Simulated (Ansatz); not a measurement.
CdSe (zinc blende)

Space group F-43m (No. 216); a = b = c = 6.196 Å, α = β = γ = 90.00°

| atom | site | symmetry | x | y | z |
|---|---|---|---|---|---|
| Se | 4c | -43m | 0.2500 | 0.2500 | 0.2500 |
| Cd | 4a | -43m | 0.0000 | 0.0000 | 0.0000 |
(The calculation used a cell of 2 atoms; values per cell refer to that cell.)

Grid over V/V₀ and (c/a)/(c/a)₀, subscript 0 meaning the relaxed cell; the conventional c axis lies along z; no internal relaxation.

Level of theory: PBE (plane waves to 420 eV, PAW, scalar-relativistic; Ansatz, an electronic-structure program). k mesh 9×9×9 (Γ-centred), Fermi-Dirac smearing 0.05 eV. The energy includes the smearing's −TS. CdSe was relaxed with its symmetry unable to fall.

Changes of ΔE (eV/atom) from the point V/V₀ = 1.000, (c/a)/(c/a)₀ = 1.000 when one coordinate moves alone (two changes are said to add if the coupling is within 5 % of the smaller one, nearly so within 20 %):

| point | change |
|---|---|
| V/V₀ = 1.000, (c/a)/(c/a)₀ = 0.960 | 0.00172 |
| V/V₀ = 1.000, (c/a)/(c/a)₀ = 0.980 | 0.00043 |
| V/V₀ = 0.960, (c/a)/(c/a)₀ = 1.000 | 0.00714 |
| V/V₀ = 0.980, (c/a)/(c/a)₀ = 1.000 | 0.00170 |
| V/V₀ = 1.020, (c/a)/(c/a)₀ = 1.000 | 0.00162 |
| V/V₀ = 1.040, (c/a)/(c/a)₀ = 1.000 | 0.00621 |
| V/V₀ = 1.000, (c/a)/(c/a)₀ = 1.020 | 0.00044 |
| V/V₀ = 1.000, (c/a)/(c/a)₀ = 1.040 | 0.00176 |

### Question
Do the two effects add at V/V₀ = 0.980, (c/a)/(c/a)₀ = 1.040? Give the computed change.

### Answer
The sum of the single changes is 0.00170 + (0.00176) = 0.00346; the calculation gives 0.00335, so the coupling contributes -0.00011 (under 20 % of the smaller single change, nearly additive).

(Under strain, the slope of the energy per volume gives the stress and its curvature an elastic modulus.)
